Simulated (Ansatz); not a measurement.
HfSn3S8: rattling a relaxed structure

The structure comes from a generated guess, relaxed at this level; another structure or a mixture of phases may lie lower.

These are results of Ansatz 0.2.0, DFT PBE, scalar-relativistic, plane waves, PAW, not measurements. Plane waves to 420 eV, a k mesh through Γ of 6×6×6 on the computed 12-atom cell and Gaussian smearing (0.02 eV); no spin polarisation.

The cell below (12 atoms, space group R-3m (No. 166)) is relaxed within its symmetry.

```
Hf Sn S
1.0
     3.73506    2.15644    6.04792
    -3.73506    2.15644    6.04792
     0.00000   -4.31288    6.04792
Hf Sn S
1 3 8
Cartesian
  0.0000 0.0000 9.0719
  1.8675 -1.0782 6.0479
  0.0000 2.1564 6.0479
  -1.8675 -1.0782 6.0479
  0.0000 0.0000 13.5438
  1.8114 -1.0458 10.5853
  0.0000 2.0916 10.5853
  -1.8114 -1.0458 10.5853
  0.0000 0.0000 4.6000
  -1.8114 1.0458 7.5584
  0.0000 -2.0916 7.5584
  1.8114 1.0458 7.5584
```

For the test it was strained at random (σ = 1.5 % a component), the atoms were moved at random (σ = 0.10 Å), and all was relaxed again on a coarse 3×3×3 mesh (in the run’s order of axes) with 0.10 eV smearing, with no symmetry imposed.

Spin–orbit coupling, which can matter for Hf, is left out.

Problem. What happens?

Solution. It returns, within 1 meV/atom of the unmoved cell on that mesh and with the same symmetry when read at 0.1 Å. So it is stable against the distortions that fit this cell and that this random move excites. Modes that don't fit the cell aren't tested.
